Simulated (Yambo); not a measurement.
**Optical response of Ba2LaTaO6**

```
Ba2LaTaO6
1.0
    5.27203    -3.04684     0.00000
    5.27203     3.04684     0.00000
   -3.55565     0.00000     5.04312
O Ba La Ta
6 2 1 1
Direct
  0.23256   0.69432   0.68871
  0.76744   0.30568   0.31129
  0.30568   0.76744   0.31129
  0.69432   0.23256   0.68871
  0.27340   0.27340   0.20672
  0.72660   0.72660   0.79328
  0.24805   0.24805   0.74213
  0.75195   0.75195   0.25787
  0.00000   0.00000   0.00000
  0.50000   0.50000   0.50000
```

Yambo, RPA with local fields on PBEsol bands; 4×4×4 mesh, 134 bands, 3 Ry local-field block, 0.2 eV broadening; field along y.

```json
[
 {"E (eV)": "0.0", "Im ε": "0.00", "Re ε": "4.53", "Im ε, independent particles": "0.00"},
 {"E (eV)": "0.6", "Im ε": "0.02", "Re ε": "4.56", "Im ε, independent particles": "0.02"},
 {"E (eV)": "1.2", "Im ε": "0.04", "Re ε": "4.64", "Im ε, independent particles": "0.04"},
 {"E (eV)": "1.9", "Im ε": "0.06", "Re ε": "4.79", "Im ε, independent particles": "0.07"},
 {"E (eV)": "2.5", "Im ε": "0.10", "Re ε": "5.03", "Im ε, independent particles": "0.11"},
 {"E (eV)": "3.1", "Im ε": "0.17", "Re ε": "5.43", "Im ε, independent particles": "0.20"},
 {"E (eV)": "3.8", "Im ε": "0.39", "Re ε": "6.13", "Im ε, independent particles": "0.50"},
 {"E (eV)": "4.4", "Im ε": "1.17", "Re ε": "7.29", "Im ε, independent particles": "1.56"},
 {"E (eV)": "5.0", "Im ε": "3.35", "Re ε": "7.38", "Im ε, independent particles": "4.41"},
 {"E (eV)": "5.6", "Im ε": "5.67", "Re ε": "6.10", "Im ε, independent particles": "5.78"},
 {"E (eV)": "6.2", "Im ε": "6.28", "Re ε": "4.12", "Im ε, independent particles": "5.94"},
 {"E (eV)": "6.9", "Im ε": "5.60", "Re ε": "2.07", "Im ε, independent particles": "5.26"},
 {"E (eV)": "7.5", "Im ε": "4.36", "Re ε": "1.32", "Im ε, independent particles": "4.35"},
 {"E (eV)": "8.1", "Im ε": "3.67", "Re ε": "1.36", "Im ε, independent particles": "3.77"},
 {"E (eV)": "8.8", "Im ε": "3.49", "Re ε": "1.57", "Im ε, independent particles": "3.65"},
 {"E (eV)": "9.4", "Im ε": "4.08", "Re ε": "1.62", "Im ε, independent particles": "4.27"},
 {"E (eV)": "10.0", "Im ε": "4.26", "Re ε": "0.36", "Im ε, independent particles": "4.48"},
 {"E (eV)": "10.6", "Im ε": "3.13", "Re ε": "-0.24", "Im ε, independent particles": "3.18"},
 {"E (eV)": "11.2", "Im ε": "2.54", "Re ε": "-0.60", "Im ε, independent particles": "2.51"},
 {"E (eV)": "11.9", "Im ε": "1.73", "Re ε": "-0.50", "Im ε, independent particles": "1.62"},
 {"E (eV)": "12.5", "Im ε": "1.21", "Re ε": "-0.01", "Im ε, independent particles": "1.16"},
 {"E (eV)": "13.1", "Im ε": "1.07", "Re ε": "0.27", "Im ε, independent particles": "1.01"},
 {"E (eV)": "13.8", "Im ε": "0.84", "Re ε": "0.49", "Im ε, independent particles": "0.87"},
 {"E (eV)": "14.4", "Im ε": "0.95", "Re ε": "0.78", "Im ε, independent particles": "1.16"},
 {"E (eV)": "15.0", "Im ε": "0.85", "Re ε": "1.05", "Im ε, independent particles": "1.24"},
 {"E (eV)": "15.6", "Im ε": "1.01", "Re ε": "1.30", "Im ε, independent particles": "1.74"},
 {"E (eV)": "16.2", "Im ε": "1.45", "Re ε": "1.29", "Im ε, independent particles": "3.08"},
 {"E (eV)": "16.9", "Im ε": "1.44", "Re ε": "1.00", "Im ε, independent particles": "3.53"},
 {"E (eV)": "17.5", "Im ε": "1.21", "Re ε": "0.98", "Im ε, independent particles": "2.94"},
 {"E (eV)": "18.1", "Im ε": "1.33", "Re ε": "1.07", "Im ε, independent particles": "3.55"},
 {"E (eV)": "18.8", "Im ε": "1.41", "Re ε": "1.12", "Im ε, independent particles": "3.10"},
 {"E (eV)": "19.4", "Im ε": "1.40", "Re ε": "0.93", "Im ε, independent particles": "2.22"},
 {"E (eV)": "20.0", "Im ε": "1.54", "Re ε": "1.08", "Im ε, independent particles": "1.68"}
]
```

Peak heights and small wiggles depend on the k mesh. Convergence of the RPA response with its 4×4×4 mesh was not tested. No excitonic effects at this level.

Spin-orbit coupling is left out, which matters for elements this heavy: edges can move by tenths of an eV. The 4f states are in the valence at their DFT position.

Geometry of the Materials Project entry, not relaxed at this level.

The structure is a Materials Project entry; no match was found in the copy of COD used, and its stability was not checked.
